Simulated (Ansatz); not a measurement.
Cu Kα1 powder pattern (kinematic, no thermal factors).
2θ (°) (relative intensity): 14.62 (7), 22.00 (2), 28.44 (22), 28.77 (25), 29.48 (51), 30.02 (8), 30.94 (100), 33.27 (38), 34.65 (19), 37.09 (1), 37.79 (5), 39.52 (21), 43.26 (9), 44.88 (2), 45.26 (18), 49.46 (5), 50.16 (60), 50.77 (2), 51.66 (24), 52.54 (2), 55.41 (1), 56.25 (21), 58.63 (5), 58.67 (3), 58.86 (3), 59.26 (41), 59.58 (2), 60.11 (14), 61.18 (5), 61.53 (8), 62.40 (3), 64.01 (2), 64.48 (1), 65.67 (4), 68.36 (2), 69.56 (2), 69.85 (4), 71.45 (2), 73.11 (1), 74.20 (2), 74.88 (7), 78.69 (8), 79.91 (1), 80.73 (2), 80.77 (2), 80.92 (2), 81.55 (2), 82.02 (11), 82.88 (5), 82.96 (14), 83.26 (7), 84.04 (3), 85.90 (1), 86.99 (3), 89.08 (6), 89.46 (2)

The pattern is computed from a structure relaxed with DFT PBE, scalar-relativistic, plane waves, PAW in Ansatz 0.2.0. No spin polarisation. Its elements are O, Sc, Y.

Give the structure.

Y$_{3}$ScO$_{6}$.
Space group R3m:H (No. 160). a = 3.634 Å, b = 3.634 Å, c = 36.328 Å, α = 90.00°, β = 90.00°, γ = 120.00°
```json
{"atom": "Y", "site": "3a", "symmetry": "3m", "x": "0.6667", "y": "0.3333", "z": "0.1728"}
{"atom": "Y", "site": "3a", "symmetry": "3m", "x": "0.6667", "y": "0.3333", "z": "0.0080"}
{"atom": "Y", "site": "3a", "symmetry": "3m", "x": "0.0000", "y": "0.0000", "z": "0.0908"}
{"atom": "Sc", "site": "3a", "symmetry": "3m", "x": "0.0000", "y": "0.0000", "z": "0.2523"}
{"atom": "O", "site": "3a", "symmetry": "3m", "x": "0.6667", "y": "0.3333", "z": "0.2440"}
{"atom": "O", "site": "3a", "symmetry": "3m", "x": "0.6667", "y": "0.3333", "z": "0.0767"}
{"atom": "O", "site": "3a", "symmetry": "3m", "x": "0.0000", "y": "0.0000", "z": "0.1929"}
{"atom": "O", "site": "3a", "symmetry": "3m", "x": "0.0000", "y": "0.0000", "z": "0.0284"}
{"atom": "O", "site": "3a", "symmetry": "3m", "x": "0.0000", "y": "0.0000", "z": "0.3063"}
{"atom": "O", "site": "3a", "symmetry": "3m", "x": "0.3333", "y": "0.6667", "z": "0.1359"}
```

A pattern alone doesn't exclude other cells with like lines; this is the one computed.

The cell was found from a structure generator's guess, not taken from experiment.
